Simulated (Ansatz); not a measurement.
Relaxed-ion elastic tensor of NaCl3 (A15 (Cr3Si type), Pm-3n) in GPa (Voigt order), PBEsol in the plane-wave PAW code Ansatz; density 2.75 g/cm³, 19.52 Å³ per atom.

```
36.3  37.6  37.6   0.0   0.0   0.0
37.6  36.3  37.6   0.0   0.0   0.0
37.6  37.6  36.3   0.0   0.0   0.0
 0.0   0.0   0.0  14.4   0.0   0.0
 0.0   0.0   0.0   0.0  14.4   0.0
 0.0   0.0   0.0   0.0   0.0  14.4
```

Task: Is the crystal mechanically stable?

Result: No: the smallest eigenvalue of C is -1.2 GPa.

The workflow started from a Materials Project entry (that database holds measured and hypothetical structures alike); the Crystallography Open Database copy checked does not list it. Whether it is the stable phase at ambient conditions was not checked. The PBEsol relaxation kept the symmetry of its start. At this level the phase is mechanically unstable. As this level gives no gap, shear constants depend on the k-mesh and smearing (Fermi–Dirac, 0.1 eV here).

Potentials: the earlier of the program's two PAW sets. The files were generated under PBE; for other functionals the program regenerates the frozen cores, and for LDA and PBEsol the local potential too.
